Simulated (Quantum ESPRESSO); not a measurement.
Empty bands for a GW run on SiC (2H, space group P6_3mc, No. 186): 77 bands on a 6×6×4 mesh, PBEsol, PseudoDojo standard norm-conserving files, scalar-relativistic, Quantum ESPRESSO. The input, in which only the diagonalization keyword changes:

```
&CONTROL
  calculation = 'nscf'
  pseudo_dir = './pseudo'
  outdir = './out'
/
&SYSTEM
  ibrav = 0
  nat = 4
  ntyp = 2
  ecutwfc = 82.0
  ecutrho = 328.0
  occupations = 'fixed'
  force_symmorphic = .true.
  nbnd = 77
/
&ELECTRONS
  conv_thr = 4e-09
  diago_full_acc = .true.
  diago_thr_init = 1e-08
  diagonalization = 'david'
/
ATOMIC_SPECIES
C 12.0110 C.upf
Si 28.0850 Si.upf
CELL_PARAMETERS angstrom
  3.076150221453   0.000000000000   0.000000000000
 -1.538075110726   2.664024237635   0.000000000000
  0.000000000000   0.000000000000   5.048224246000
ATOMIC_POSITIONS crystal
C   0.333333333000   0.666666667000   0.875397853300
C   0.666666666333   0.333333333667   0.375397853300
Si   0.333333333000   0.666666667000   0.499602146700
Si   0.666666666333   0.333333333667   0.999602146700
K_POINTS automatic
6 6 4 0 0 0
```

| diagonalization | mean iterations per k point | rough time | largest change of an eigenvalue (eV) |
|---|---|---|---|
| david | 25 | 1 | – |
| cg | 38 | about 2× | 1e-05 |
| paro | 18 | within a factor of two | 1e-07 |

An iteration means different work in each solver, so the counts don't rank them. Times are rough ratios from shared machines.

Geometry relaxed with PBEsol.
